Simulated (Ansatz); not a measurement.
A geometry of Mo away from equilibrium: step 2 of the relaxation of a relaxed Mo cell, doubled along one cell vector, shaken by Gaussian noise of σ = 0.08 Å a coordinate. These are r2SCAN (plane waves to 500 eV, PAW, scalar-relativistic; Ansatz, a program for electronic structure) values and carry that method's errors. Γ-centred k-mesh 13×13×7 on the run's cell (coarser than for final values), Fermi–Dirac smearing 0.05 eV.

```
CELL_PARAMETERS angstrom
      2.75310    -0.00387     0.00552
     -1.37990     2.38667    -0.00677
      0.01011    -0.00848     4.99733
ATOMIC_POSITIONS crystal
  Mo 0.94965 0.01135 0.26667
  Mo 0.00926 0.83935 0.76517
```

Question: Give the Cartesian forces on all atoms (eV/Å).

Answer: 
```csv
atom,Fx,Fy,Fz
Mo1,-0.78,0.85,-0.03
Mo2,0.78,-0.85,0.03
```

Question: What is the pressure?

Answer: -0.4 GPa, compression positive.

Question: How far above the relaxed end point is this geometry?

Answer: 0.71 eV/atom; the path ends in Im-3m (No. 229) (bcc (W type)).

No spin polarisation in the result.

The run could not lose the symmetry of its start.

Of the parent cell (P6/mmm (No. 191)): it is a generated cell of Mo: the first start was made by a random draw of sites in a space group, and the end was not matched to a known phase here, so it may be hypothetical. Known forms of Mo include space group No. 229.
